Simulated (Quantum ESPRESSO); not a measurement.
# Zr2TaO5F3: input and log of a self-consistent run

A calculation, not a measurement. The program is pw.x of Quantum ESPRESSO 7.5 (plane-wave density functional theory). The cell is made up: 11 atoms on a fluorite lattice with one site empty, with randomly drawn elements, strain and displacements, not relaxed. PseudoDojo standard norm-conserving files (v0.5 for PBE, v0.4.1 for LDA and PBEsol) set the functional; there is no spin polarisation, spin-orbit coupling or dispersion term, and the masses in the input are unused placeholders. A spin-polarised start on this cell or one of its family kept no moment.

Input:

```
&control calculation='scf', pseudo_dir='./dojo.nc.sr.pbe.v0_5.standard.upf', outdir='./o', disk_io='low', tprnfor=.true., tstress=.true. /
&system ibrav=0, nat=11, ntyp=4, nbnd=50, ecutwfc=84.00895049, nosym=.true., tot_charge=0,
 occupations='smearing', smearing='fd', degauss=0.0018374661
/
&electrons conv_thr=7.350e-09, electron_maxstep=60, /
ATOMIC_SPECIES
F 1.0 F.upf
O 1.0 O.upf
Ta 1.0 Ta.upf
Zr 1.0 Zr.upf
CELL_PARAMETERS angstrom
5.2421 0.0 0.0
0.0 5.2421 0.0
0.0 0.0 5.1753
ATOMIC_POSITIONS angstrom
Zr -0.0952 0.1511 0.0037
Zr 0.043 2.5411 2.5982
Ta 2.6349 2.6409 0.019
O 1.3809 1.1948 1.1551
O 1.3583 1.3468 3.9883
O 1.4418 4.0135 1.2169
O 1.3607 3.9084 3.7507
F 4.0414 1.2051 1.3536
F 3.9076 1.2761 3.7779
F 3.9187 3.9521 1.2431
O 3.9211 3.992 3.8573
K_POINTS automatic
4 4 4 1 1 1
```

The log is shortened where brackets say so; the opening notice, blank lines, dates and the lines on written files are dropped, and the path of the files is cut. It prints rydbergs, bohrs and kilobars, and counts compression as positive stress. With no partly filled state, the Fermi energy that it prints is only some level between the filled and the empty states on the mesh, and need not lie in the true gap.

```
     Program PWSCF v.7.5
     Parallel version (MPI & OpenMP), running on       4 processor cores
     Number of MPI processes:                 4
     Threads/MPI process:                     1
     [start-up lines left out]
     bravais-lattice index     =            0
     lattice parameter (alat)  =       9.9061  a.u.
     unit-cell volume          =     959.7160 (a.u.)^3
     number of atoms/cell      =           11
     number of atomic types    =            4
     number of electrons       =        88.00
     number of Kohn-Sham states=           50
     kinetic-energy cutoff     =      84.0090  Ry
     charge density cutoff     =     336.0358  Ry
     scf convergence threshold =      7.3E-09
     mixing beta               =       0.7000
     number of iterations used =            8  plain     mixing
     Exchange-correlation= PBE
                           (   1   4   3   4   0   0   0)
     [axes and pseudopotential details left out]
   Cartesian axes
     site n.     atom                  positions (alat units)
         1        Zr     tau(   1) = (  -0.0181607   0.0288243   0.0007058  )
         2        Zr     tau(   2) = (   0.0082028   0.4847485   0.4956411  )
         3        Ta     tau(   3) = (   0.5026421   0.5037867   0.0036245  )
         4        O      tau(   4) = (   0.2634250   0.2279239   0.2203506  )
         5        O      tau(   5) = (   0.2591137   0.2569199   0.7608210  )
         6        O      tau(   6) = (   0.2750424   0.7656283   0.2321398  )
         7        O      tau(   7) = (   0.2595715   0.7455791   0.7154957  )
         8        F      tau(   8) = (   0.7709506   0.2298888   0.2582171  )
         9        F      tau(   9) = (   0.7454265   0.2434330   0.7206845  )
        10        F      tau(  10) = (   0.7475439   0.7539154   0.2371378  )
        11        O      tau(  11) = (   0.7480018   0.7615269   0.7358311  )
     number of k points=    32  Fermi-Dirac smearing, width (Ry)=  0.0018
                       cart. coord. in units 2pi/alat
        k(    1) = (   0.1250000   0.1250000   0.1266134), wk =   0.0625000
        k(    2) = (   0.1250000   0.1250000   0.3798403), wk =   0.0625000
     [further k points left out]
     Dense  grid:    99833 G-vectors     FFT dimensions: (  60,  60,  60)
     Estimated max dynamical RAM per process >     236.72 MB
     Estimated total dynamical RAM >     873.76 MB
     Initial potential from superposition of free atoms
     starting charge      87.9943, renormalised to      88.0000
     Starting wfcs are   62 randomized atomic wfcs
     total cpu time spent up to now is        2.9 secs
     per-process dynamical memory:   163.6 Mb
     Self-consistent Calculation
     iteration #  1     ecut=    84.01 Ry     beta= 0.70
     Davidson diagonalization with overlap
     ethr =  1.00E-02,  avg # of iterations =  2.0
     total cpu time spent up to now is        6.8 secs
     total energy              =    -643.89067705 Ry
     estimated scf accuracy    <       5.12620047 Ry
     iteration #  2     ecut=    84.01 Ry     beta= 0.70
     Davidson diagonalization with overlap
     ethr =  5.83E-03,  avg # of iterations =  6.3
     total cpu time spent up to now is       13.8 secs
     total energy              =    -638.18155813 Ry
     estimated scf accuracy    <      63.79589866 Ry
     iteration #  3     ecut=    84.01 Ry     beta= 0.70
     Davidson diagonalization with overlap
     ethr =  5.83E-03,  avg # of iterations =  6.5
     total cpu time spent up to now is       20.5 secs
     total energy              =    -646.82847006 Ry
     estimated scf accuracy    <       1.43336994 Ry
     iteration #  4     ecut=    84.01 Ry     beta= 0.70
     Davidson diagonalization with overlap
     ethr =  1.63E-03,  avg # of iterations =  2.0
     total cpu time spent up to now is       24.3 secs
     total energy              =    -646.80781916 Ry
     estimated scf accuracy    <       0.70809622 Ry
     iteration #  5     ecut=    84.01 Ry     beta= 0.70
     Davidson diagonalization with overlap
     ethr =  8.05E-04,  avg # of iterations =  1.0
     total cpu time spent up to now is       27.8 secs
     total energy              =    -646.68673527 Ry
     estimated scf accuracy    <       0.42306608 Ry
     [iterations 6 to 13 left out]
     iteration # 14     ecut=    84.01 Ry     beta= 0.70
     Davidson diagonalization with overlap
     ethr =  3.89E-09,  avg # of iterations =  5.1
     total cpu time spent up to now is       71.2 secs
     total energy              =    -646.75527555 Ry
     estimated scf accuracy    <       0.00000390 Ry
     iteration # 15     ecut=    84.01 Ry     beta= 0.70
     Davidson diagonalization with overlap
     ethr =  3.89E-09,  avg # of iterations =  3.2
     total cpu time spent up to now is       75.5 secs
     total energy              =    -646.75527605 Ry
     estimated scf accuracy    <       0.00000022 Ry
     iteration # 16     ecut=    84.01 Ry     beta= 0.70
     Davidson diagonalization with overlap
     ethr =  2.52E-10,  avg # of iterations =  5.1
     total cpu time spent up to now is       81.0 secs
     total energy              =    -646.75527616 Ry
     estimated scf accuracy    <       0.00000019 Ry
     iteration # 17     ecut=    84.01 Ry     beta= 0.70
     Davidson diagonalization with overlap
     ethr =  2.11E-10,  avg # of iterations =  1.8
     total cpu time spent up to now is       84.7 secs
     total energy              =    -646.75527615 Ry
     estimated scf accuracy    <       0.00000007 Ry
     iteration # 18     ecut=    84.01 Ry     beta= 0.70
     Davidson diagonalization with overlap
     ethr =  7.54E-11,  avg # of iterations =  4.8
     total cpu time spent up to now is       89.3 secs
     End of self-consistent calculation
          k = 0.1250 0.1250 0.1266 ( 12495 PWs)   bands (ev):
   -61.2765 -41.0619 -41.0051 -27.5884 -27.5592 -27.4100 -19.7703 -19.4590
   -19.0833 -19.0200 -18.9793 -18.8488 -16.1925 -15.8118 -15.3584  -8.5110
    -7.7896  -7.5804  -7.4770  -6.6975   0.3651   0.5800   1.2498   1.5199
     1.8094   2.1621   2.3926   2.8930   3.2870   4.5015   4.6299   4.9776
     5.1318   5.3422   5.9057   6.1812   6.6224   6.8465   7.1453   7.8974
     7.9762   8.2432   8.5323   9.1839  10.1834  10.2383  11.0222  11.1026
    11.4538  11.8149
     [levels at the other k points left out]
     the Fermi energy is     9.6333 ev
!    total energy              =    -646.75527616 Ry
     estimated scf accuracy    <          2.5E-09 Ry
     smearing contrib. (-TS)   =      -0.00000000 Ry
     internal energy E=F+TS    =    -646.75527616 Ry
     The total energy is F=E-TS. E is the sum of the following terms:
     one-electron contribution =    -194.96434500 Ry
     hartree contribution      =     142.68689498 Ry
     xc contribution           =    -143.82778963 Ry
     ewald contribution        =    -450.65003652 Ry
     convergence has been achieved in  18 iterations
     Forces acting on atoms (cartesian axes, Ry/au):
     atom    1 type  4   force =     0.21643204   -0.13562507   -0.08835839
     atom    2 type  4   force =     0.20645949    0.12543347    0.09712361
     atom    3 type  3   force =    -0.31627324    0.16514286   -0.09052222
     atom    4 type  2   force =    -0.02021851    0.10660997    0.02220978
     atom    5 type  2   force =    -0.05668924    0.05709599   -0.01272029
     atom    6 type  2   force =    -0.01549945   -0.13814651   -0.07768801
     atom    7 type  2   force =    -0.03014749   -0.09180926    0.05321868
     atom    8 type  1   force =    -0.04733373    0.04883825   -0.01834310
     atom    9 type  1   force =     0.00611236    0.02501964    0.03718482
     atom   10 type  1   force =     0.02588685   -0.05469411    0.00131554
     atom   11 type  2   force =     0.03127090   -0.10786522    0.07657958
     Total force =     0.601592     Total SCF correction =     0.000135
     Computing stress (Cartesian axis) and pressure
          total   stress  (Ry/bohr**3)                   (kbar)     P=     -174.84
  -0.00151308  -0.00019855   0.00010442         -222.58      -29.21       15.36
  -0.00019855  -0.00134420  -0.00006783          -29.21     -197.74       -9.98
   0.00010442  -0.00006783  -0.00070830           15.36       -9.98     -104.19
     init_run     :      2.70s CPU      2.81s WALL (       1 calls)
     electrons    :     86.11s CPU     86.40s WALL (       1 calls)
     forces       :      1.01s CPU      1.02s WALL (       1 calls)
     stress       :      3.02s CPU      3.09s WALL (       1 calls)
     [timing details left out]
     PWSCF        :   1m32.94s CPU   1m33.44s WALL
     JOB DONE.
```

In other units: free energy -8799.554 eV for the cell, pressure -17.48 GPa, largest force component 8.132 eV/Å. A rerun of the same cell at another strain at 1467 eV and a 6 x 6 x 6 mesh moved values by no more than 0.002 eV in energy, 0.04 GPa in stress and 0.005 eV/Å in force.